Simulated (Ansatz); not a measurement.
An Ansatz (an electronic-structure program) run. Input:

Ansatz 0.2 input:
```yaml
crystal:
  lattice:
    - [5.0276125362, 0.0, 0.0]
    - [0.0, 5.0276125362, 0.0]
    - [0.0, 0.0, 5.0276125362]
  atoms:
    - { symbol: Mg, position: [0.1553441826, 0.3446558174, 0.6553441826] }
    - { symbol: Mg, position: [0.3446558174, 0.6553441826, 0.1553441826] }
    - { symbol: Mg, position: [0.6553441826, 0.1553441826, 0.3446558174] }
    - { symbol: Mg, position: [0.8446558174, 0.8446558174, 0.8446558174] }
    - { symbol: Pt, position: [0.8529497706, 0.6470502294, 0.3529497706] }
    - { symbol: Pt, position: [0.6470502294, 0.3529497706, 0.8529497706] }
    - { symbol: Pt, position: [0.3529497706, 0.8529497706, 0.6470502294] }
    - { symbol: Pt, position: [0.1470502294, 0.1470502294, 0.1470502294] }
kpoints:
  mp_grid: { grid: [8, 8, 8] }
hamiltonian:
  xc: pbesol
  pseudopotentials: { kind: paw }
scf:
  occupations: { method: fermi_dirac, width: 0.1 }
phonons:
  method: dfpt
  response_accuracy: low
  eigenvectors: true
  rigid_motions: translations
```

Output (shortened):

```
Pseudopotential: Mg, paw, valence charge 10
Pseudopotential: Pt, paw, valence charge 18
Functional definition: PBEsol
Crystal: 8 atoms, lattice volume = 127.082 Å³
Basis set: ecut = 420 eV, 2517 PW (Γ), exchange–correlation on 72×72×72 points (8 copies of the dense FFT grid, shifted against one another)
Bands: 68, of which v1, the nominal top of the filled ones, is band 56 counted from 1 (55 counted from 0)
Symmetry: 12 space group operations
k-points: 260 of 512 (irreducible under 1 space group operation, time reversal used)
SCF iter   1: F=—  HF=-57188.790701 eV  |F-HF|=—  |Δ(HF+E_count)|=         —  Δρ=3.42e-3  dr2=5.40e-3  ethr=1.77e-3  ⟨swp⟩=5.5  Hψ=59881  notcnv=0  defer=296
preconditioner: auto → Kerker (q_TF=auto, 2.671 Å⁻¹)
SCF iter   2: F=—  HF=-57188.793486 eV  |F-HF|=—  |Δ(HF+E_count)|=   2.78e-3  Δρ=1.70e-3  dr2=1.35e-3  ethr=4.82e-6  ⟨swp⟩=2.5  Hψ=33128  notcnv=0  defer=459
SCF iter   3: F=—  HF=-57188.793237 eV  |F-HF|=—  |Δ(HF+E_count)|=   2.49e-4  Δρ=4.32e-4  dr2=1.72e-4  ethr=1.21e-6  ⟨swp⟩=2.1  Hψ=27178  notcnv=0  defer=459
SCF iter   4: F=—  HF=-57188.793215 eV  |F-HF|=—  |Δ(HF+E_count)|=   2.22e-5  Δρ=1.10e-4  dr2=1.39e-5  ethr=1.53e-7  ⟨swp⟩=2.0  Hψ=23323  notcnv=0  defer=459
SCF iter   5: F=—  HF=-57188.793215 eV  |F-HF|=—  |Δ(HF+E_count)|=   6.93e-9  Δρ=3.42e-5  dr2=2.20e-6  ethr=1.24e-8  ⟨swp⟩=2.0  Hψ=22631  notcnv=0  defer=459
SCF iter   6: F=—  HF=-57188.793234 eV  |F-HF|=—  |Δ(HF+E_count)|=   1.91e-5  Δρ=1.28e-5  dr2=3.38e-7  ethr=1.97e-9  ⟨swp⟩=2.1  Hψ=26433  notcnv=0  defer=459
SCF iter   7: F=—  HF=-57188.793234 eV  |F-HF|=—  |Δ(HF+E_count)|=   9.05e-8  Δρ=3.44e-6  dr2=2.53e-8  ethr=3.02e-10  ⟨swp⟩=2.1  Hψ=21539  notcnv=0  defer=459
SCF iter   8: F=—  HF=-57188.793234 eV  |F-HF|=—  |Δ(HF+E_count)|=   6.56e-9  Δρ=5.00e-7  dr2=3.34e-10  ethr=2.25e-11  ⟨swp⟩=2.0  Hψ=23250  notcnv=0  defer=459
SCF iter  10: F=-57188.793234 eV  HF=-57188.793234 eV  |F-HF|=0.00e0  |Δ(HF+E_count)|=  7.28e-12  Δρ=3.14e-8  dr2=1.33e-12  ethr=1.00e-12  ⟨swp⟩=10.1  Hψ=84419  notcnv=0
SCF 1 converged in 10 iterations: F = -57188.793234 eV  dr2 = 1.33e-12
DFPT response loops at Γ: preconditioner auto → Kerker (q_TF=auto, 2.671 Å⁻¹) (partly filled bands, converged f_vac=0.000) …
SCF converged after 10 iterations
Free energy (F): -57188.793234 eV
Harris-Foulkes:  -57188.793234 eV  (|F-HF|=0.00e0)
Internal energy: -57188.695619 eV  (E = F + TS)
E sigma→0 (E₀):  -57188.744426 eV
Entropy (-TS):   -0.097615 eV (-12.202 meV/atom)
Fermi energy:    14.772114 eV
--- Per-component energies (eV) ---
  E_band       = -2113.525892
  E_kinetic    = 2868.526318
  E_local      = -12896.364553  (includes V_loc(G=0)·N_el)
  E_nonlocal   = 1197.124747
  E_hartree    = 4675.919175
  E_xc         = -1161.231921
  E_vxc        = -1365.174930  (∫ρ·V_xc dr)
  E_paw        = -38389.345690  (= ΣΔE_a)
  E_vpaw       = -1269.476636  (= ΣTr[D̂ρ^β])
  E_aug_tail   = 0.000761  (compensation charges beyond the density's cutoff)
  E_ewald      = -13484.707830
  E_core_change = 1.383374  (= ΣΔE_core)
  E_smearing   = -0.097615  (= −TS)
  E_closure    = 0.000000  (closes the sum)
  Σ components = -57188.793234   (vs F -57188.793234, Δ=0.00e0)
  [band-id]    e_kinetic+e_local+e_nonlocal+2·e_hartree+e_vxc+e_vpaw+e_augmentation_tail = -2113.525944   (vs E_band -2113.525892, Δ=-5.28e-5)
--- Band table (eV; the first three rows and the last of 260) ---
  k-point 0: bands = ["-83.0962", "-83.0920", "-83.0920", "-83.0920", "-59.5362", "-59.5332", "-59.5332", "-59.5332", "-37.3775", "-37.3775", "-37.3775", "-37.3358", "-37.3004", "-37.3004", "-37.3004", "-37.2626", "-37.2626", "-37.2460", "-37.2460", …
  k-point 1: bands = ["-83.0961", "-83.0925", "-83.0920", "-83.0917", "-59.5361", "-59.5335", "-59.5331", "-59.5329", "-37.3810", "-37.3780", "-37.3724", "-37.3370", "-37.3065", "-37.3019", "-37.2925", "-37.2621", "-37.2610", "-37.2476", "-37.2472", …
  k-point 2: bands = ["-83.0957", "-83.0931", "-83.0919", "-83.0916", "-59.5359", "-59.5340", "-59.5331", "-59.5328", "-37.3830", "-37.3794", "-37.3661", "-37.3404", "-37.3104", "-37.3053", "-37.2836", "-37.2611", "-37.2572", "-37.2504", "-37.2497", …
  k-point 259: bands = ["-83.0931", "-83.0931", "-83.0931", "-83.0931", "-59.5340", "-59.5340", "-59.5340", "-59.5340", "-37.3697", "-37.3697", "-37.3697", "-37.3697", "-37.2922", "-37.2922", "-37.2922", "-37.2922", "-37.2456", "-37.2456", "-37.2456", …
--- Phonons (Γ-DFPT): 2 representative perturbations + reference, on 260 of 512 k-points (Σ response iterations 6) ---
  ASR residual: 1.960e-4 → 0.000e0 eV/Å²; symmetrization residual: 3.129e-5 eV/Å²
  ASR residual per site (eV/Å²): 2.42e-5 2.42e-5 2.42e-5 2.42e-5 1.96e-4 1.96e-4 1.96e-4 1.96e-4
  Γ frequencies (cm⁻¹): 0.00 0.00 0.00 45.26 45.26 45.26 67.30 67.30 86.81 86.81 86.81 106.60 240.98 240.98 240.98 252.18 252.18 292.87 292.87 292.87 307.38 338.74 338.74 338.74
  non-analytic LO–TO correction: not included (Born effective charges unavailable; polar crystals: no LO–TO splitting at Γ)
```

Cost: about 11 core-minutes (a rough figure) on shared cores.

Space group P2_13. The first step of the workflow began from a Materials Project structure, measured or hypothetical; the Crystallography Open Database copy checked does not list it. With Mg and Pt taken as one species the cell has the higher symmetry Pa-3, so it may be an ordered model of a mixed-site phase. Its standing as an ambient phase is unchecked. Symmetry was held in the PBEsol relaxation. At this level the phase is mechanically unstable. The run is not spin-polarised. As this level gives no gap, phonon frequencies hold no LO–TO term and depend on the k-mesh and smearing (Fermi–Dirac, 0.1 eV here). Spin–orbit coupling is left out wherever it is not named.

Potentials: the later of the program's two PAW sets.

Ansatz is a plane-wave DFT program.
